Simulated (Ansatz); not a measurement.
Values for one crystal, relaxed and computed with DFT-HSE06 in the program Ansatz with PAW potentials; other levels are named.

* **Volume per atom**: 19.36 Å³
* **Band gap**: 8.10 eV (direct)
* **Pressure derivative B′**: 4.9
* **Bulk modulus (Birch–Murnaghan fit)**: 31.6 GPa
* **Conduction-band minimum**: at Γ
* **Valence-band maximum**: at Γ

Which compound is it?
(A) NaCl, rock salt
(B) LiCl, rock salt
(C) KF, rock salt
(D) CsCl, rock salt

C, KF, rock salt

Space group Fm-3m (rock salt). The HSE06 relaxation kept the symmetry of its start. The hybrid was solved on a coarse mesh, the path and, where they were found, the r²SCAN edge points; its band edges are the extreme levels among these.

Potentials: the earlier of the program's two PAW sets. The files were generated under PBE; for other functionals the program regenerates the frozen cores, and for LDA and PBEsol the local potential too.
